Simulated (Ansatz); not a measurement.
The relaxed structure here is a generated cell of Al2O3: the first start was made by placing the elements on the sites of a structure type, and the end was not matched to a known phase here, so it may be hypothetical. Known forms of Al2O3 include space group No. 167.

A relaxed cell of Al₂O₃ (P4/mbm (No. 127)), relaxed on a k-mesh at least as fine as the one used below. Computed with PBEsol (plane waves to 420 eV, PAW, scalar-relativistic; Ansatz, a first-principles code). Γ-centred k-mesh 4×4×8 on the run's cell (coarser than for final values), Fermi–Dirac smearing 0.05 eV.

```yaml
crystal:
  lattice:
    - [5.45365, 0.00000, 0.00000]
    - [0.00000, 5.45365, 0.00000]
    - [0.00000, 0.00000, 2.77700]
  atoms:
    - { symbol: O, position: [0.00000, 0.00000, 0.00000] }
    - { symbol: O, position: [0.50000, 0.50000, 0.00000] }
    - { symbol: O, position: [0.14332, 0.64332, 0.50000] }
    - { symbol: O, position: [0.64332, 0.85668, 0.50000] }
    - { symbol: O, position: [0.35668, 0.14332, 0.50000] }
    - { symbol: O, position: [0.85668, 0.35668, 0.50000] }
    - { symbol: Al, position: [0.30235, 0.80235, 0.00000] }
    - { symbol: Al, position: [0.80235, 0.69765, 0.00000] }
    - { symbol: Al, position: [0.19765, 0.30235, 0.00000] }
    - { symbol: Al, position: [0.69765, 0.19765, 0.00000] }
```

Every atom was then displaced, and the forces became (eV/Å):

| atom | Fx | Fy | Fz |
|---|---|---|---|
| O1 | 0.06 | 0.06 | 0.59 |
| O2 | -2.27 | -1.46 | 0.76 |
| O3 | -3.72 | -3.03 | -4.57 |
| O4 | 1.14 | 1.76 | 0.09 |
| O5 | -1.46 | 0.53 | -0.01 |
| O6 | 1.43 | -0.86 | -0.34 |
| Al7 | 3.18 | 4.02 | 4.04 |
| Al8 | 0.69 | -0.57 | -0.33 |
| Al9 | 1.88 | -1.18 | 0.04 |
| Al10 | -0.94 | 0.72 | -0.26 |

Q: Which atom was moved farthest relative to the others, and in which direction?

A: O3, by (0.06, -0.08, 0.19) Å (0.22 Å, mean shift removed); the next is Al7 with 0.15 Å. Its force makes an angle of 127° with its move.

All displacements (Å):

| atom | ux | uy | uz |
|---|---|---|---|
| O1 | 0.059 | 0.047 | -0.095 |
| O2 | 0.056 | 0.175 | -0.088 |
| O3 | 0.070 | -0.042 | 0.141 |
| O4 | 0.008 | -0.003 | -0.063 |
| O5 | 0.140 | 0.085 | 0.003 |
| O6 | -0.103 | 0.091 | -0.080 |
| Al7 | -0.052 | -0.015 | -0.181 |
| Al8 | -0.101 | -0.010 | -0.041 |
| Al9 | -0.043 | 0.140 | -0.059 |
| Al10 | 0.034 | -0.093 | -0.041 |

Q: Estimate the energy cost of the displacement in the harmonic approximation and compare with the calculation.

A: For a harmonic well ΔE = −½ Σ F·u = 1.488 eV a cell, or 149 meV/atom. The calculated energy relative to the undisplaced cell is +0.129 eV/atom, so anharmonic terms matter at this amplitude.

The undisplaced cell is probably no minimum: from this displacement the run went on to C2 (No. 5), 0.695 eV/atom below it.

No spin polarisation in the result.
